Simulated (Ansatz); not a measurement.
In the program Ansatz at the LDA level (PAW), NbP in the tetragonal phase (I4_1md; Nb on 4a, P on 4a) relaxes to a = 3.304 Å, c = 11.230 Å. P has 6 nearest neighbours from 2.51 Å (trigonal prismatic). Its formation energy from the elements is -1.12 eV/atom, with no fitted shifts.

Electronic character: no gap, with almost no states at the Fermi level (zero-gap or semimetallic).

The bulk modulus is 208 GPa. The highest mode at Γ lies at 395 cm⁻¹.

Symmetry was held in the LDA relaxation; of distortions, only those at the zone centre were tested. The run is not spin-polarised. A small band overlap can be real or an error of a semilocal functional. As this level gives no gap, phonon frequencies hold no LO–TO term and depend on the k-mesh and smearing (Fermi–Dirac, 0.1 eV here). The references are the lowest solids computed at this level, not always the standard phases. Spin–orbit coupling is left out wherever it is not named.

Potentials: the later of the program's two PAW sets.
